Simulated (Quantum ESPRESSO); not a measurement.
## Calculated data, AlSi₂PC₄ (made-up cell)

Computed with Quantum ESPRESSO 7.5. Calculation on a made-up crystal cell, not a measurement: periodic Kohn-Sham density functional theory in plane waves with PseudoDojo standard norm-conserving scalar-relativistic pseudopotentials, each functional with its own files (v0.5 for PBE, v0.4.1 for LDA and PBEsol), no spin polarisation, no spin-orbit coupling, atoms not relaxed, stress positive in tension, energies less a fixed whole-eV offset for each atom's element; levels are Kohn-Sham levels at fractions of this cell's reciprocal vectors, counted from the reference band (half the neutral cell's valence electrons, rounded up) at Gamma; error bars cover cutoff and k-mesh only, not smearing or the files; added strain carries the atoms with the cell, and shear is the tensor component; each bar is the largest change over components, and at least 0.002 eV, 0.002 eV per angstrom or 0.02 GPa; energies are for the whole cell, and the offsets were chosen from early runs and are not element reference energies.

Common to all runs: lattice type zincblende/diamond; functional pbe; cutoff 1116 eV; fermi dirac smearing 0.025 eV; scf tolerance 1e-07 eV; electrons removed 0; k mesh 4 x 4 x 4, shifted by half a step.

(1) 
```xyz
8
Lattice="4.5178 -0.0354 -0.0450 -0.0354 4.5092 -0.0533 -0.0450 -0.0533 4.4465" Properties=species:S:1:pos:R:3 formula=AlSi2PC4 free_energy_less_offsets=-2.122 smearing_term_minus_ts=0 scf_iterations=12 pressure=-9.571 stress_xx=12.08 stress_yy=9.866 stress_zz=6.771 stress_yz=-5.273 stress_xz=-5.787 stress_xy=-3.625 error_bar_energy=0.006478 error_bar_stress=0.05646 error_bar_force=0.002 error_bars_from=tighter_rerun_of_a_related_cell
P     -0.0258    -0.0261     0.0261
Al    -0.0708     2.2433     2.1786
Si     2.2223     0.0141     2.2248
Si     2.1867     2.2371    -0.0199
C      1.0649     1.0689     1.0845
C      1.0929     3.2725     3.2808
C      3.3229     1.0528     3.2600
C      3.3281     3.3861     1.0101
```

Units: free_energy_less_offsets, smearing_term_minus_ts, error_bar_energy in eV; pressure, stress_xx, stress_yy, stress_zz, stress_yz, stress_xz, stress_xy, error_bar_stress in GPa; error_bar_force in eV/Å.

Atoms:
```
atoms element  atom site  atom energy offset (eV)
            P          1                     -189
           Al          2                      -64
           Si          3                     -115
           Si          4                     -115
            C          5                     -163
            C          6                     -163
            C          7                     -163
            C          8                     -163
```

Forces:
```
site   x (eV/Å)  y (eV/Å)  z (eV/Å)
   1    0.01273   0.03636   -0.7805
   2    -0.3878   -0.3029   -0.1665
   3    -0.4505     -1.58    -0.573
   4     0.6672   -0.3558   -0.5798
   5     0.5027   -0.6487   -0.9654
   6    0.01915     2.333     1.241
   7  -0.005018   -0.3634     2.281
   8    -0.3583    0.8808   -0.4561
```

(2) 
```xyz
8
Lattice="4.5178 -0.0354 -0.0450 -0.0354 4.5092 -0.0533 -0.0450 -0.0533 4.4465" Properties=species:S:1:pos:R:3 formula=AlSi2PC4 free_energy_less_offsets=-2.104 smearing_term_minus_ts=0 scf_iterations=12 pressure=-9.497 stress_xx=11.95 stress_yy=9.919 stress_zz=6.621 stress_yz=-5.284 stress_xz=-5.592 stress_xy=-3.59 error_bar_energy=0.006478 error_bar_stress=0.05646 error_bar_force=0.002 error_bars_from=tighter_rerun_of_a_related_cell
P     -0.0258    -0.0261     0.0261
Al    -0.0708     2.2433     2.1786
Si     2.2223     0.0141     2.2248
Si     2.1867     2.2371    -0.0199
C      1.0649     1.0894     1.0845
C      1.0929     3.2725     3.2808
C      3.3229     1.0528     3.2600
C      3.3281     3.3861     1.0101
```

Units: free_energy_less_offsets, smearing_term_minus_ts, error_bar_energy in eV; pressure, stress_xx, stress_yy, stress_zz, stress_yz, stress_xz, stress_xy, error_bar_stress in GPa; error_bar_force in eV/Å.

Atoms:
```
atoms element  atom site  atom energy offset (eV)
            P          1                     -189
           Al          2                      -64
           Si          3                     -115
           Si          4                     -115
            C          5                     -163
            C          6                     -163
            C          7                     -163
            C          8                     -163
```

Forces:
```
site   x (eV/Å)  y (eV/Å)  z (eV/Å)
   1    0.03529    0.1317    -0.764
   2    -0.4588   -0.2212  -0.09941
   3    -0.4802     -1.49   -0.6061
   4      0.704     -0.29   -0.6155
   5     0.5515    -1.038    -0.985
   6     0.0218     2.373     1.244
   7  -0.006334   -0.3847      2.28
   8    -0.3673     0.919   -0.4538
```

(3) 
```xyz
8
Lattice="4.5178 -0.0354 -0.0450 -0.0354 4.5092 -0.0533 -0.0450 -0.0533 4.4465" Properties=species:S:1:pos:R:3 formula=AlSi2PC4 free_energy_less_offsets=-2.087 smearing_term_minus_ts=0 scf_iterations=12 pressure=-9.428 stress_xx=11.84 stress_yy=9.956 stress_zz=6.492 stress_yz=-5.293 stress_xz=-5.45 stress_xy=-3.569 error_bar_energy=0.006478 error_bar_stress=0.05646 error_bar_force=0.002 error_bars_from=tighter_rerun_of_this_cell
P     -0.0258    -0.0261     0.0261
Al    -0.0708     2.2433     2.1786
Si     2.2223     0.0141     2.2248
Si     2.1867     2.2371    -0.0199
C      1.0649     1.1041     1.0845
C      1.0929     3.2725     3.2808
C      3.3229     1.0528     3.2600
C      3.3281     3.3861     1.0101
```

Units: free_energy_less_offsets, smearing_term_minus_ts, error_bar_energy in eV; pressure, stress_xx, stress_yy, stress_zz, stress_yz, stress_xz, stress_xy, error_bar_stress in GPa; error_bar_force in eV/Å.

Atoms:
```
atoms element  atom site  atom energy offset (eV)
            P          1                     -189
           Al          2                      -64
           Si          3                     -115
           Si          4                     -115
            C          5                     -163
            C          6                     -163
            C          7                     -163
            C          8                     -163
```

Forces:
```
site   x (eV/Å)  y (eV/Å)  z (eV/Å)
   1    0.04905    0.1975   -0.7543
   2    -0.5128   -0.1609  -0.04838
   3    -0.4995    -1.428    -0.628
   4     0.7331   -0.2406   -0.6437
   5     0.5876    -1.316   -0.9988
   6    0.02372     2.402     1.246
   7  -0.007403      -0.4     2.279
   8    -0.3738    0.9463   -0.4522
```

(4) 
```xyz
8
Lattice="4.5178 -0.0354 -0.0450 -0.0354 4.5092 -0.0533 -0.0450 -0.0533 4.4465" Properties=species:S:1:pos:R:3 formula=AlSi2PC4 free_energy_less_offsets=-1.968 smearing_term_minus_ts=0 scf_iterations=12 pressure=-8.988 stress_xx=11.12 stress_yy=10.11 stress_zz=5.737 stress_yz=-5.333 stress_xz=-4.826 stress_xy=-3.519 error_bar_energy=0.006478 error_bar_stress=0.05646 error_bar_force=0.002 error_bars_from=tighter_rerun_of_a_related_cell
P     -0.0258    -0.0261     0.0261
Al    -0.0708     2.2433     2.1786
Si     2.2223     0.0141     2.2248
Si     2.1867     2.2371    -0.0199
C      1.0649     1.1665     1.0845
C      1.0929     3.2725     3.2808
C      3.3229     1.0528     3.2600
C      3.3281     3.3861     1.0101
```

Units: free_energy_less_offsets, smearing_term_minus_ts, error_bar_energy in eV; pressure, stress_xx, stress_yy, stress_zz, stress_yz, stress_xz, stress_xy, error_bar_stress in GPa; error_bar_force in eV/Å.

Atoms:
```
atoms element  atom site  atom energy offset (eV)
            P          1                     -189
           Al          2                      -64
           Si          3                     -115
           Si          4                     -115
            C          5                     -163
            C          6                     -163
            C          7                     -163
            C          8                     -163
```

Forces:
```
site  x (eV/Å)  y (eV/Å)  z (eV/Å)
   1   0.08664    0.4511   -0.7304
   2   -0.7717    0.1101    0.1963
   3   -0.5638    -1.178   -0.7034
   4    0.8824  -0.01157   -0.7872
   5     0.749    -2.489    -1.056
   6   0.03208     2.521     1.251
   7  -0.01289    -0.465     2.277
   8   -0.4018     1.061   -0.4473
```
